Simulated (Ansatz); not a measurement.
Sc (hcp, Mg type)

```
Sc
1.0
    3.31949     0.00000     0.00000
   -1.65974     2.87476     0.00000
    0.00000     0.00000     5.16639
Sc
2
Direct
  0.33333   0.66667   0.75000
  0.66667   0.33333   0.25000
```

Equation-of-state scan: isotropic scaling of the cell above, V₀ being its volume. Symmetry pins the atoms to their sites.

Calculation: PBE (plane waves to 420 eV, PAW, scalar-relativistic; Ansatz, a first-principles code). k mesh 16×16×9 (Γ-centred), Fermi-Dirac smearing 0.05 eV. The energy includes the smearing's −TS. Stress and pressure are positive under compression. With the shape held, the modulus is that of even scaling; a crystal free to change shape is softer. Sc is run without spin polarisation. Sc was relaxed with its symmetry unable to fall. The PAW data are Ansatz's earlier set. ΔE is measured from the relaxed starting cell. The last digit holds for this mesh only.

```
V (Å³/atom)  ΔE (meV/atom)
-----------  -------------
23.172                16.4
23.467                10.3
23.763                 5.7
24.059                 2.5
24.355                 0.6
24.651                 0.0
24.947                 0.6
25.242                 2.3
25.538            withheld
25.834                 9.0
26.130                13.8
```

Question: Fit a third-order Birch-Murnaghan form (E₀, V₀, B₀, B₀′ free) to the given rows and predict ΔE at V = 25.538.

Answer: Least squares on the 10 given rows: ΔE = E₀ + (9V₀B₀/16)·y²·[2 + (B₀′ − 4)y], y = (V₀/V)^(2/3) − 1, with V₀ = 24.650 Å³/atom, B₀ = 54.22 GPa (160.2 GPa = 1 eV/Å³; the term in eV is multiplied by 1000), B₀′ = 3.32, E₀ = 0.00 meV/atom; root-mean-square residual 0.01 meV/atom. At 25.538 the fit gives 5.1 meV/atom; the calculation gives 5.2 meV/atom, so the interpolation is off by -0.1 (-1.9 %). For the pressure the fit gives -1.8 GPa against the computed -1.8 GPa.

(A scan under strain: stresses follow from slopes of the energy per volume, elastic moduli from its curvatures.)
